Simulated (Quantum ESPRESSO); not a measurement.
# SnTi6Zr in 6 site orders

All numbers below are calculated, not measured. They come from Quantum ESPRESSO 7.5, a public plane-wave density functional program. Each row is one single-point run on a made-up periodic cell of eight metal atoms, with elements, volume, strain and displacements drawn at random and not relaxed, so a cell may be unstable or far from any real phase. There is no spin polarisation or spin-orbit coupling.

Settings: PBE unless stated; PseudoDojo standard norm-conserving files; Fermi-Dirac width 0.25 eV, which means electrons at about 2900 K; cutoff 1143 eV; 6 x 6 x 3 k mesh shifted half a step off Gamma. E is the free energy of the whole cell (internal energy minus TS), so a -TS column is already part of it. Stress is positive in tension, and the pressure P is minus a third of its trace.

Checks: one run of this series was repeated at a higher cutoff and on a denser mesh, which moved values by no more than 0.002 eV, 0.02 GPa and 0.003 eV/Å, and a second program with other atomic files agreed on it to 2 % rms in force and 0.5 GPa in pressure. Known limits: the tin pseudopotential is less sure than most, with forces differing by about three percent from a second method on plain tin; a spin test at this wide smearing found no moment, but such smearing suppresses magnetism that the real alloy may have.

The lattice is face-centred cubic, and the cell vectors in Å are (0.048, 0.041, -4.156); (4.210, -0.007, -0.048); (0.015, -8.544, 0.083), a volume of 149.47 Å³. The runs move one Zr atom among sites that otherwise hold Ti, on the same eight displaced sites. E is counted from run 1, and the rms force is over all 24 components. Nothing is relaxed, so E mixes bonding between neighbours with strain on unrelaxed sites, and it is not an ordering energy.

| run | elements on sites 1 to 8 | E (eV) | -TS (eV) | rms force (eV/Å) | largest force (eV/Å) | P (GPa) |
|---|---|---|---|---|---|---|
| 1 | Zr Ti Ti Ti Ti Ti Ti Sn | 0.000 | -2.430 | 0.751 | 2.20 | 2.56 |
| 2 | Ti Zr Ti Ti Ti Ti Ti Sn | 0.237 | -2.423 | 0.846 | 2.55 | 3.25 |
| 3 | Ti Ti Zr Ti Ti Ti Ti Sn | 0.135 | -2.419 | 0.797 | 2.30 | 2.83 |
| 4 | Ti Ti Ti Zr Ti Ti Ti Sn | 0.169 | -2.449 | 0.878 | 2.60 | ? |
| 5 | Ti Ti Ti Ti Ti Zr Ti Sn | 0.309 | -2.431 | 1.073 | 3.64 | 3.48 |
| 6 | Ti Ti Ti Ti Ti Ti Zr Sn | 0.080 | -2.424 | 0.779 | 2.17 | 2.58 |

## Worked fit

A straight line through the runs shown gives P = 2.44 + 3.25 E GPa with E in eV, an error of 0.43 on the slope and a scatter of 0.11 GPa. At this fixed volume the orders of higher energy tend to have the higher pressure.

## Withheld value

Question: what pressure should run 4 give?

The fit gives 2.99 ± 0.12 GPa. The calculation gave 3.08 GPa.
